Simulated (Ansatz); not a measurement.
Input file for Ansatz (an electronic-structure program):

Ansatz 0.2 input:
```yaml
crystal:
  lattice:
    - [4.3010041449, 0.0, 0.0]
    - [-2.1505020724, 3.7247788513, 0.0]
    - [0.0, 0.0, 21.0666679639]
  atoms:
    - { symbol: Cd, position: [0.0, 0.0, 0.9997746328] }
    - { symbol: Cd, position: [0.0, 0.0, 0.4997746328] }
    - { symbol: Cd, position: [0.6666666667, 0.3333333333, 0.833158796] }
    - { symbol: Cd, position: [0.3333333333, 0.6666666667, 0.333158796] }
    - { symbol: Cd, position: [0.6666666667, 0.3333333333, 0.1665382467] }
    - { symbol: Cd, position: [0.3333333333, 0.6666666667, 0.6665382467] }
    - { symbol: Se, position: [0.0, 0.0, 0.8746225192] }
    - { symbol: Se, position: [0.0, 0.0, 0.3746225192] }
    - { symbol: Se, position: [0.6666666667, 0.3333333333, 0.7081168656] }
    - { symbol: Se, position: [0.3333333333, 0.6666666667, 0.2081168656] }
    - { symbol: Se, position: [0.6666666667, 0.3333333333, 0.0414889396] }
    - { symbol: Se, position: [0.3333333333, 0.6666666667, 0.5414889396] }
kpoints:
  mp_grid: { grid: [8, 8, 2] }
hamiltonian:
  xc: pbesol
  pseudopotentials: { kind: paw }
scf:
  occupations: { method: fixed }
dielectric: {}
```

Output (shortened):

```
zone centre: on kpoints.mp_grid the ground state, and the responses unless they are solved on pairs of k-points, stand on 42 of the mesh's 128 k-points, …
Pseudopotentials: kind: paw
Pseudopotential: Cd, paw, valence charge 20
Pseudopotential: Se, paw, valence charge 16
Functional definition: PBEsol
Crystal: 12 atoms, lattice volume = 337.494 Å³
Basis set: ecut = 420 eV, 6533 PW (Γ), exchange–correlation on 60×60×288 points (8 copies of the dense FFT grid, shifted against one another)
Bands: 130, of which v1, the nominal top of the filled ones, is band 108 counted from 1 (107 counted from 0)
Symmetry: 12 space group operations
k-points: 42 of 128 (irreducible under 2 space group operations, time reversal used)
PAW frozen core: Cd, regenerated for the run's functional, and the local potential with it
PAW frozen core: Se, regenerated for the run's functional, and the local potential with it
Initial wavefunctions: pseudopotential atomic-orbital guess
Eigensolver: davidson
Functional: x = pbesol(κ = 0.804, μ = 0.12345679012345678), c = pbesol(β = 0.046)
all-band conjugate gradients solve this SCF's bands
SCF 1 converged in 11 iterations: F = -81656.454475 eV  dr2 = 5.08e-11
── the response to a field inside a basis, on 14×14×4 k-points: an SCF that follows is theirs, and a resumed run solves both again ──
Crystal: 12 atoms, lattice volume = 337.494 Å³
Bands: 109, of which v1, the nominal top of the filled ones, is band 108 counted from 1 (107 counted from 0)
k-points: 112 of 784 (irreducible under 4 space group operations, time reversal used)
Initial density: handed on by an earlier stage of this run
Initial wavefunctions: pseudopotential atomic-orbital guess (no wavefunctions were taken with the density)
Eigensolver: Dense (112 Hₖ)
all-band conjugate gradients don't solve this SCF's bands (scf.eigensolver.kind)
SCF 1 converged in 5 iterations: F = -81655.945996 eV  dr2 = 9.54e-8
WARN: field response: inside a basis, on 14×14×4 points, no mesh in reach settles it …
SCF converged after 11 iterations
Free energy (F): -81656.454475 eV
Harris-Foulkes:  -81656.454475 eV  (|F-HF|=2.91e-11)
Internal energy: -81656.454475 eV  (E = F + TS)
E sigma→0 (E₀):  -81656.454475 eV
Fermi energy:    7.346316 eV
--- Per-component energies (eV) ---
  E_band       = -5368.252068
  E_kinetic    = 3741.213929
  E_local      = -38294.828414  (includes V_loc(G=0)·N_el)
  E_nonlocal   = -3336.366348
  E_hartree    = 18183.107277
  E_xc         = -1671.238819
  E_vxc        = -1912.863284  (∫ρ·V_xc dr)
  E_paw        = -35290.969808  (= ΣΔE_a)
  E_vpaw       = -1931.619779  (= ΣTr[D̂ρ^β])
  E_aug_tail   = -0.003570  (compensation charges beyond the density's cutoff)
  E_ewald      = -24995.471184
  E_core_change = 8.102461  (= ΣΔE_core)
  E_smearing   =  0.000000  (= −TS)
  E_closure    =  0.000000  (closes the sum)
  Σ components = -81656.454475   (vs F -81656.454475, Δ=0.00e0)
--- Band table (eV; the first three rows and the last of 42) ---
  k-point 0: bands = ["-94.1619", "-94.1619", "-94.1608", "-94.1608", "-94.1525", "-94.1525", "-55.2616", "-55.2616", "-55.2616", "-55.2616", "-55.2609", "-55.2609", "-55.2606", "-55.2606", "-55.2600", "-55.2600", "-55.2600", "-55.2600", "-55.2522", …
  k-point 1: bands = ["-94.1619", "-94.1619", "-94.1608", "-94.1608", "-94.1525", "-94.1525", "-55.2616", "-55.2616", "-55.2616", "-55.2616", "-55.2609", "-55.2609", "-55.2606", "-55.2606", "-55.2600", "-55.2600", "-55.2600", "-55.2600", "-55.2522", …
  k-point 2: bands = ["-94.1619", "-94.1619", "-94.1608", "-94.1608", "-94.1525", "-94.1525", "-55.2616", "-55.2616", "-55.2616", "-55.2616", "-55.2609", "-55.2609", "-55.2606", "-55.2606", "-55.2601", "-55.2600", "-55.2600", "-55.2600", "-55.2522", …
  k-point 41: bands = ["-94.1619", "-94.1619", "-94.1608", "-94.1608", "-94.1525", "-94.1525", "-55.2618", "-55.2618", "-55.2617", "-55.2617", "-55.2608", "-55.2608", "-55.2606", "-55.2606", "-55.2602", "-55.2602", "-55.2601", "-55.2601", "-55.2521", …
  band table: 130 of 130 bands, residual norms ≤ 1.0e-3 eV
--- Dielectric response (ions clamped): 3 representative field directions + reference, inside a basis on a mesh of 784 k-points (Σ response iterations 18) ---
  ε∞ (high-frequency dielectric tensor):
        8.009922     0.000000     0.000000
        0.000000     8.009922     0.000000
        0.000000     0.000000     8.060162
  Born effective charges Z* (e; rows j = field, columns β = displacement):
    site 0:
         2.21432    0.00000    0.00000
         0.00000    2.21432    0.00000
         0.00000    0.00000    2.23856
    site 1:
         2.21432    0.00000    0.00000
         0.00000    2.21432    0.00000
         0.00000    0.00000    2.23856
    site 2:
         2.18272    0.00000    0.00000
         0.00000    2.18272    0.00000
         0.00000    0.00000    2.27137
    site 3:
         2.18272    0.00000    0.00000
         0.00000    2.18272    0.00000
         0.00000    0.00000    2.27137
    site 4:
         2.24566    0.00000    0.00000
         0.00000    2.24566    0.00000
         0.00000    0.00000    2.23574
    site 5:
         2.24566    0.00000    0.00000
         0.00000    2.24566    0.00000
         0.00000    0.00000    2.23574
    site 6:
        -2.20073    0.00000    0.00000
         0.00000   -2.20073    0.00000
         0.00000    0.00000   -2.26262
    site 7:
        -2.20073    0.00000    0.00000
         0.00000   -2.20073    0.00000
         0.00000    0.00000   -2.26262
    site 8:
        -2.23276    0.00000    0.00000
         0.00000   -2.23276    0.00000
         0.00000    0.00000   -2.21878
    site 9:
        -2.23276    0.00000    0.00000
         0.00000   -2.23276    0.00000
         0.00000    0.00000   -2.21878
    site 10:
        -2.20921    0.00000    0.00000
         0.00000   -2.20921    0.00000
         0.00000    0.00000   -2.26426
    site 11:
        -2.20921    0.00000    0.00000
         0.00000   -2.20921    0.00000
         0.00000    0.00000   -2.26426
  Z* charge neutrality: 7.195e-2 e pre-enforcement
  solved inside a basis spanned on kpoints, on 14×14×4 k-points, which do not settle them: ε∞ is read to err by 1.9e0, Z* by 6.3e-1 e (field_mesh …
```

Cost: roughly 30 core-minutes on shared cores.

Space group P6_3mc. The cell is a constructed one: a structure type filled with these elements. Its sites differ from those of the usual phase in this space group: another stacking or structure type. The PBEsol relaxation kept the symmetry of its start; its stability against distortions is not shown here. Scalar-relativistic: spin–orbit coupling is off unless named, which matters more the heavier the elements.

Potentials: the later of the program's two PAW sets.

Ansatz is a plane-wave DFT program.
